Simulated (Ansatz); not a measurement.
All numbers below come from DFT PBE, scalar-relativistic, plane waves, PAW (Ansatz). Plane waves to 420 eV, a 10×10×10 mesh through Γ for the 6-atom cell and 0.02 eV Gaussian smearing; no spin polarisation.

The zero of energy is the elements' standard structures at the same level; no fitted shifts are applied. The references include black phosphorus.

Problem. Propose a candidate for a tetragonal semiconductor made of Al, Ga and P, with a gap near 1.7 eV, a formation energy near −0.50 eV/atom and about 21 Å³ per atom, in a cell of 6 atoms.

Solution. AlGa2P3, space group I-4m2 (No. 119). Around Al lie 4 P at 2.38 Å; Ga is surrounded by 4 P at 2.38–2.39 Å; P on a site of symmetry 2mm is surrounded by 2 Al at 2.38 Å and 2 Ga at 2.39 Å; P on a site of symmetry -4m2 is surrounded by 4 Ga at 2.38 Å.

```cif
data_structure
_symmetry_space_group_name_H-M 'I-4m2'
_symmetry_Int_Tables_number 119
_cell_length_a 3.8947
_cell_length_b 3.8947
_cell_length_c 16.5153
_cell_angle_alpha 90.000
_cell_angle_beta 90.000
_cell_angle_gamma 90.000
_cell_volume 250.51
loop_
_atom_site_label
_atom_site_type_symbol
_atom_site_symmetry_multiplicity
_atom_site_Wyckoff_symbol
_atom_site_fract_x
_atom_site_fract_y
_atom_site_fract_z
_atom_site_occupancy
Al1 Al 2 b 0.50000 0.50000 0.00000 1
Ga1 Ga 4 e 0.50000 0.50000 0.33332 1
P1 P 4 f 0.50000 0.00000 0.41704 1
P2 P 2 c 0.00000 0.50000 0.25000 1
```

The volume per atom is 20.88 Å³ and the density is 3.44 g/cm³. The formation energy is −0.498 eV/atom and the gap on the 10×10×10 mesh of the 6-atom cell is 1.67 eV.

The cell was found from a structure generator's guess, not taken from experiment. The answer needn't be unique; the calculation gave this one.

Kohn–Sham gaps at this level usually fall short of measured ones. The reference form of P is held partly by dispersion forces, which this level lacks. A later test with randomly moved atoms came back to the same energy, though modes that don't fit the test's cell weren't probed.
